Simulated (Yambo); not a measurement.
Yambo run on Mg2ZnO3 (space group P-3m1, No. 164). The wavefunctions come from this Quantum ESPRESSO step (PBEsol, PseudoDojo standard norm-conserving files, scalar-relativistic):

```
&CONTROL
  calculation = 'nscf'
  pseudo_dir = './pseudo'
  outdir = './out'
/
&SYSTEM
  ibrav = 0
  nat = 6
  ntyp = 3
  ecutwfc = 84.0
  ecutrho = 336.0
  occupations = 'fixed'
  force_symmorphic = .true.
  nbnd = 127
/
&ELECTRONS
  conv_thr = 6.000000000000001e-09
  diago_full_acc = .true.
  diago_thr_init = 1e-08
/
ATOMIC_SPECIES
O 15.9990 O.upf
Mg 24.3050 Mg.upf
Zn 65.3800 Zn.upf
CELL_PARAMETERS angstrom
  3.032999978000   0.000000000000   0.000000000000
 -1.516499989000   2.626655031000   0.000000000000
  0.000000000000   0.000000000000   7.403320000000
ATOMIC_POSITIONS crystal
O   0.333333333000   0.666666667000   0.172620000000
O   0.666666667000   0.333333333000   0.827380000000
O   0.000000000000   0.000000000000   0.500000000000
Mg   0.333333333000   0.666666667000   0.665800000000
Mg   0.666666667000   0.333333333000   0.334200000000
Zn   0.000000000000   0.000000000000   0.000000000000
K_POINTS automatic
6 6 2 0 0 0
```

Yambo input:

```
rim_cut
gw0
dyson
el_el_corr
HF_and_locXC
ppa
em1d
RandQpts= 1000000
RandGvec= 1 Ry
EXXRLvcs= 84 Ry
VXCRLvcs= 336 Ry
Chimod= "HARTREE"
% BndsRnXp
 7 | 125 |
%
NGsBlkXp= 8 Ry
% LongDrXp
 1.0 | 1.0 | 1.0 |
%
PPAPntXp= 27.2114 eV
% GbndRnge
 1 | 125 |
%
GTermKind= "BG"
DysSolver= "n"
ExtendOut
% QPkrange
 1 | 1 | 29 | 30 |
 2 | 2 | 29 | 30 |
 7 | 7 | 29 | 30 |
 8 | 8 | 29 | 30 |
 13 | 13 | 29 | 30 |
 14 | 14 | 29 | 30 |
%
```

k points by index: 1 = Γ, 2 = A, 7 = M, 8 = L, 13 = K, 14 = H.

Table of the .qp output:

```
#    K-point    Band    Eo [eV]    E [eV]    E-Eo [eV]    Vxc [eV]    Vnlxc [eV]    Sc|Eo [eV]    Sc|E [eV]    dSc/dw|Eo [eV]    Re(Z)    Im(Z)
#
    1    29    -0.088342    -1.143444    -1.055102    -22.27056    -28.04660    4.445487    4.720946    -7.103366    0.792992    -0.001179
    1    30    2.842705    3.678367    0.835662    -14.66344    -10.51032    -3.155054    -3.317463    -5.288103    0.837286    -0.890068E-3
    2    29    0.000000    -1.038835    -1.038835    -22.06706    -27.74777    4.371774    4.641884    -7.074522    0.793659    -0.001171
    2    30    3.948247    4.927919    0.979672    -16.65666    -12.60282    -2.864946    -3.074164    -5.810868    0.824030    -0.001024
    7    29    -0.370302    -1.513743    -1.143441    -22.45919    -28.45373    4.553147    4.851102    -7.089910    0.793303    -0.001206
    7    30    6.393260    7.704684    1.311425    -14.87991    -9.222478    -4.092034    -4.346009    -5.269459    0.837766    -0.001037
    8    29    -0.247437    -1.409202    -1.161765    -22.34413    -28.27839    4.470659    4.772494    -7.068951    0.793788    -0.001200
    8    30    6.599840    7.624656    1.024816    -12.10441    -6.909340    -3.984046    -4.170254    -4.944149    0.846243    -0.312025E-3
    13    29    -0.635504    -1.851293    -1.215789    -22.15388    -28.23332    4.547006    4.863651    -7.086308    0.793386    -0.001232
    13    30    7.442838    8.935979    1.493142    -16.08660    -10.03866    -4.246900    -4.554802    -5.610672    0.829055    -0.001560
    14    29    -0.895123    -2.164910    -1.269787    -22.23196    -28.42355    4.591336    4.921806    -7.081169    0.793505    -0.001270
    14    30    7.522625    9.051392    1.528768    -16.62919    -10.57388    -4.203961    -4.526534    -5.741733    0.825760    0.310243E-3
```
(The two width columns are left out.) Convergence of these settings isn't established.

Geometry of the Materials Project entry, not relaxed at this level.

The structure is a Materials Project entry; no match was found in the copy of COD used, and its stability was not checked.
